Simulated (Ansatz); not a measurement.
## PbF2: energy along a strain

PbF2, Fm-3m, a = 5.940 Å (as given, not relaxed at this level: -0.7 GPa). The structure is a COD entry; whether it is the stable form wasn't checked. Ansatz: r2SCAN, PAW, 500 eV, Γ-centred 8×8×8 mesh on 3 atoms, Gaussian smearing 0.05 eV; no spin polarisation. Cell vectors (Å): 0.000 2.970 2.970; 2.970 0.000 2.970; 2.970 2.970 0.000. The cell is strained by x per cent times the pattern (0 0 0 0 1 0) in the order xx yy zz yz xz xy (engineering shears), with fractional coordinates held. y is the free energy over the start, V0 = 17.463 Å³/atom. Symmetry makes y even in x. Points with a strain past 8.5 % were computed too (2) and aren't used here.

| x (%) | y (meV/atom) |
| --- | --- |
| -5.00 | 4.35 |
| 0.00 | 0.00 |
| 1.25 | 0.26 |
| 2.50 | 1.08 |
| 3.75 | ? |
| 6.25 | 6.82 |
| 7.50 | 9.86 |

Fit y = c2 x² + c4 x⁴ to the other rows, get the stiffness along the pattern, and predict the missing energy.

Least squares on the rows shown. y = 0.1729 x² + 4.297×10⁻⁵ x⁴. The clamped-ion stiffness p·C·p = 2 × 1.729 eV × 160.2 / 17.463 Å³ = 32 GPa, which is C55 in these axes (C44 of the cubic crystal) (second derivative at the start, which stands under stress). At x = 3.75 the fit asked for gives 2.44 meV/atom. The run gave 2.44 meV/atom, the same to the digits shown.

Spin–orbit coupling is left out, which can shift energies with elements as heavy as these.